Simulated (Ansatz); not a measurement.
Given:

TiO$_{2}$:
```cif
data_O4Ti2
_chemical_formula_sum 'Ti2 O4'
_space_group_name_H-M_alt 'P42/mnm'
_space_group_IT_number 136
_space_group_name_Hall '-P 4n 2n'
_cell_length_a 4.59693
_cell_length_b 4.59693
_cell_length_c 2.95356
_cell_angle_alpha 90.000
_cell_angle_beta 90.000
_cell_angle_gamma 90.000
loop_
_atom_site_label
_atom_site_type_symbol
_atom_site_symmetry_multiplicity
_atom_site_Wyckoff_symbol
_atom_site_fract_x
_atom_site_fract_y
_atom_site_fract_z
_atom_site_occupancy
Ti1 Ti 2 a 0.00000 0.00000 0.00000 1
O1 O 4 f 0.30463 0.30463 0.00000 1
```

This is the r²SCAN-relaxed structure.

Task: All from plane-wave PAW r²SCAN (Ansatz code), unless another level is named. Predict the electron effective mass.

Result: 0.58, 1.2, 1.2 mₑ (principal values).

Task: Predict the hole effective mass.

Result: 2.3, 2.3, 3.7 mₑ (principal values).

Task: Give the band gap.

Result: 2.22 eV (direct).

Task: Predict the HSE06 gap on the r²SCAN cell.

Result: 3.38 eV.

Task: And the formation energy from the elements (no fitted shifts)?

Result: -3.28 eV/atom.

Task: What about the valence-band maximum?

Result: at Γ.

Space group P4_2/mnm (rutile). Symmetry was held in the r²SCAN relaxation. The run is not spin-polarised. The references are the lowest solids computed at this level, not always the standard phases (solids in place of the gases).

Potentials: the later of the program's two PAW sets.
